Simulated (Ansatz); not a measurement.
The following input was run with Ansatz 0.2.0.

```yaml
crystal:
  lattice:
    - [-3.736126, 3.645238, -3.76744]
    - [3.740185, 3.642574, 3.760717]
    - [3.723912, -3.638515, -3.748503]
  atoms:
    - { symbol: Co, position: [0.2475128482, 0.9769865184, 0.745441037], spin: 2.09 }
    - { symbol: Co, position: [0.9935968377, 0.2636245903, 0.7493931457], spin: 1.96 }
    - { symbol: Co, position: [0.7719048264, 0.5040294455, 0.7596692435], spin: 2.05 }
    - { symbol: Co, position: [0.4857643401, 0.7553065616, 0.7487591593], spin: 1.97 }
    - { symbol: Co, position: [0.0088072859, 0.5058062829, 0.5059390476], spin: 1.94 }
    - { symbol: Co, position: [0.2369052936, 0.5068035801, 0.2486733813], spin: 2.08 }
    - { symbol: Co, position: [0.0053825002, 0.7431189522, 0.2447816819], spin: 1.97 }
    - { symbol: Co, position: [0.240658193, 0.739304038, 0.9919999985], spin: 1.92 }
    - { symbol: Cu, position: [0.4977669671, 0.2450173765, 0.2460538116] }
    - { symbol: Ru, position: [0.7460842339, 0.0062540834, 0.2480501903], spin: -0.12 }
    - { symbol: Rh, position: [0.4985232024, 0.9949701408, 0.4960005517], spin: 0.45 }
    - { symbol: Rh, position: [0.0005121499, 0.994797989, 0.9964785085], spin: 0.56 }
    - { symbol: Rh, position: [0.7529321477, 0.249880693, 0.9992024445], spin: 0.42 }
    - { symbol: Pd, position: [0.2520976622, 0.2527496647, 0.500939771], spin: 0.24 }
    - { symbol: Pd, position: [0.7530156655, 0.7441127514, 0.502149465], spin: 0.26 }
    - { symbol: Pd, position: [0.4930246533, 0.4964481065, 0.9965398397], spin: 0.22 }
basis:
  ecutwfc: 420
kpoints:
  mp_grid: { grid: [5, 6, 6] }
hamiltonian:
  xc: pbe
scf:
  occupations: { method: gaussian, width: 0.1 }
  lower_state_search: "off"
  n_extra_bands: 17
output:
  forces: true
  stress: true
  eigenvalues: true
  populations: true
  dos:
    method: { smearing: { sigma: 0.1, scheme: gaussian } }
    projected: true
    de: 0.02
magnetization:
  spin_polarized: true
```

Run as
```bash
ansatz run input.yaml --threads 4 --pin off --max-ram 9216MiB --backend cpu --events-out ev --progress --plain --runs-dir out
```

The calculation used Ansatz 0.2.0, DFT PBE, scalar-relativistic, plane waves, PAW.

Part of what the program printed, abridged (final results; tables in files aren't shown):

```
SCF 1 converged in 45 iterations: F = -93638.682625 eV  dr2 = 1.13e-8
SCF converged after 45 iterations
an eigenvalue changed by more than its tolerance at an iteration that met the thresholds in force, so the SCF went on 1 time: the last check found none over its tolerance
Magnetization: 16.4825 μB (146.2412 up, 129.7588 down)
Absolute magnetization: 18.0304 μB (∫|ρ↑−ρ↓|, with the PAW one-centre terms)
Spin contamination: 0.6367 ħ² per cell (⟨S²⟩ above its minimum at these occupations)
Per-site moments (μB) at R_I (Å): [(1.91597169, 1.00674086), (1.80500885, 1.01136247), (1.89117529, 1.01136247), (1.81195425, 1.00674086), (1.80120171, 1.01443074), (1.91965212, 1.02392942), (1.82965878, 1.02392942), (1.76441339, 1.01290239), (0.07125978, 1.06597236), (0.12442102, 1.06216176), (0.44443950, 1.05108680), (0.55303222, 1.05785357), (0.41528961, 1.04611199), (0.24634682, 1.07691610), (0.25250071, 1.07005856), (0.23852836, 1.08104606)]
Free energy (F): -93638.682625 eV
Harris-Foulkes:  -93638.682625 eV  (|F-HF|=7.42e-9)
Internal energy: -93638.576895 eV  (E = F + TS)
E sigma→0 (E₀):  -93638.629760 eV
Entropy (-TS):   -0.105730 eV (-6.608 meV/atom)
Fermi energy:    19.276726 eV
--- Per-component energies (eV) ---
  E_band       = -3176.665911
  E_kinetic    = 7687.107529
  E_local      = -39209.710871  (includes V_loc(G=0)·N_el)
  E_nonlocal   = 6092.055447
  E_hartree    = 16049.534761
  E_xc         = -2718.697792
  E_vxc        = -3459.855741  (∫ρ·V_xc dr)
  E_paw        = -39258.395576  (= ΣΔE_a)
  E_vpaw       = -6385.336629  (= ΣTr[D̂ρ^β])
  E_aug_tail   = 0.003940  (compensation charges beyond the density's cutoff)
  E_ewald      = -42280.474333
  E_smearing   = -0.105730  (= −TS)
--- Forces (eV/Å), atoms counted from 1 ---
  atom   1  Co    -0.01926653     0.01725302     0.01951586
  atom   2  Co    -0.02230777    -0.01357842    -0.02232584
  atom   3  Co    -0.02403282     0.01187240    -0.01249273
  atom   4  Co    -0.01836985    -0.01515955    -0.02697006
  atom   5  Co     0.02077668     0.02014168     0.03087322
  atom   6  Co     0.01269359    -0.00452994     0.00487057
  atom   7  Co     0.01400932     0.00209317    -0.04053283
  atom   8  Co     0.03015645     0.03343482     0.02594118
  atom   9  Cu     0.00491064    -0.00968326    -0.00439678
  atom  10  Ru     0.00348443    -0.00174556     0.02915275
  atom  11  Rh     0.01718212    -0.01066715    -0.00345389
  atom  12  Rh    -0.00135469    -0.00978520     0.02180482
  atom  13  Rh    -0.01688134    -0.00126783    -0.00513020
  atom  14  Pd    -0.00202597     0.02451885    -0.00792800
  atom  15  Pd     0.03318365     0.00132418    -0.01579573
  atom  16  Pd    -0.03213791    -0.04421907     0.00686902
--- Stress (GPa, compression-positive) ---
        0.392240       0.176924       0.091883
        0.176925       0.343162      -0.082585
        0.091883      -0.082585       0.357256
  P = ⅓ Tr σ = 0.3642 GPa (3.642 kbar)
--- Band table (eV; the first three rows and the last of 184) ---
  k-point 0 ↑: bands = ["-93.2414", "-76.9695", "-76.9660", "-76.9589", "-76.9238", "-76.9130", "-76.9033", "-76.8561", "-76.8191", "-65.5366", "-65.5262", "-65.4608", "-59.4183", "-59.3737", "-59.2926", "-53.4850", "-50.6390", "-50.6065", "-50.5790", "-40.2992", "-40.2818", "-40.2630", "-40.2607", "-40.2545", "-40.2475", "-40.2271", "-40.2208", "-40.2079", "-40.1990", "-40.1854", "-40.1815", "-40.1679", "-40.1629", "-40.1544", "-40.1430", "-40.1391", "-40.1304", "-40.1152", "-40.0965", "-40.0843", "-40.0593", "-40.0501", "-40.0201", "-31.3592", "-31.2900", "-31.2785", "-31.2595", "-31.2343", "-31.2200", "-31.2119", "-31.1750", "-31.1007", "-27.4365", "-27.3866", "-27.3324", "-27.3101", "-27 ...
  k-point 1 ↑: bands = ["-93.2414", "-76.9694", "-76.9660", "-76.9589", "-76.9238", "-76.9130", "-76.9033", "-76.8561", "-76.8191", "-65.5366", "-65.5262", "-65.4608", "-59.4183", "-59.3737", "-59.2926", "-53.4850", "-50.6390", "-50.6065", "-50.5790", "-40.2993", "-40.2819", "-40.2636", "-40.2598", "-40.2546", "-40.2474", "-40.2280", "-40.2242", "-40.2046", "-40.1994", "-40.1856", "-40.1798", "-40.1671", "-40.1627", "-40.1550", "-40.1450", "-40.1372", "-40.1319", "-40.1143", "-40.0956", "-40.0846", "-40.0592", "-40.0508", "-40.0203", "-31.3573", "-31.2920", "-31.2787", "-31.2600", "-31.2334", "-31.2207", "-31.2124", "-31.1749", "-31.0998", "-27.4378", "-27.3852", "-27.3324", "-27.3100", "-27 ...
  k-point 2 ↑: bands = ["-93.2414", "-76.9693", "-76.9660", "-76.9590", "-76.9238", "-76.9130", "-76.9033", "-76.8561", "-76.8191", "-65.5366", "-65.5262", "-65.4608", "-59.4183", "-59.3738", "-59.2926", "-53.4850", "-50.6390", "-50.6065", "-50.5790", "-40.2994", "-40.2821", "-40.2642", "-40.2585", "-40.2543", "-40.2473", "-40.2346", "-40.2222", "-40.2022", "-40.1998", "-40.1865", "-40.1767", "-40.1657", "-40.1626", "-40.1545", "-40.1466", "-40.1356", "-40.1353", "-40.1127", "-40.0935", "-40.0853", "-40.0592", "-40.0524", "-40.0206", "-31.3571", "-31.2928", "-31.2781", "-31.2605", "-31.2311", "-31.2218", "-31.2130", "-31.1750", "-31.0998", "-27.4401", "-27.3827", "-27.3326", "-27.3098", "-27 ...
  k-point 91 ↓: bands = ["-93.1174", "-74.7462", "-74.7440", "-74.7381", "-74.7039", "-74.6938", "-74.6906", "-74.6796", "-74.6763", "-65.3129", "-65.2966", "-65.2448", "-59.0634", "-58.9991", "-58.8320", "-53.3750", "-50.5168", "-50.4890", "-50.4594", "-38.1261", "-38.1195", "-38.1031", "-38.0992", "-38.0845", "-38.0803", "-38.0708", "-38.0618", "-38.0536", "-38.0462", "-38.0357", "-38.0196", "-38.0124", "-38.0048", "-37.9894", "-37.9774", "-37.9722", "-37.9665", "-37.9643", "-37.9580", "-37.9543", "-37.9447", "-37.9322", "-37.9194", "-31.1430", "-31.0762", "-31.0521", "-31.0167", "-31.0085", "-30.9898", "-30.9814", "-30.9393", "-30.8846", "-27.1103", "-27.0250", "-26.9534", "-26.9070", "-2 ...
--- Löwdin populations: 16 sites ---
  site symbol q [e]    m [muB]
     0     Co     16.7513     1.9031
     1     Co     16.7351     1.7876
     2     Co     16.7520     1.8793
     3     Co     16.7374     1.7938
     4     Co     16.7509     1.7912
     5     Co     16.7286     1.8988
     6     Co     16.7196     1.8071
     7     Co     16.7178     1.7597
     8     Cu     18.7552     0.0507
     9     Ru     16.3629     0.1264
    10     Rh     17.2846     0.4764
    11     Rh     17.3137     0.5811
    12     Rh     17.2210     0.4483
    13     Pd     17.2569     0.2618
    14     Pd     17.2630     0.2688
    15     Pd     17.2770     0.2545
  spilling = 0.012221 (of n_electrons = 276.000000)
```

Self-consistency was reached.

It took 11 min on 4 threads of Intel(R) Xeon(R) Platinum 8259CL CPU @ 2.50GHz (Skylake/Cascade Lake), with other jobs on the host, peak memory 4.2 GiB.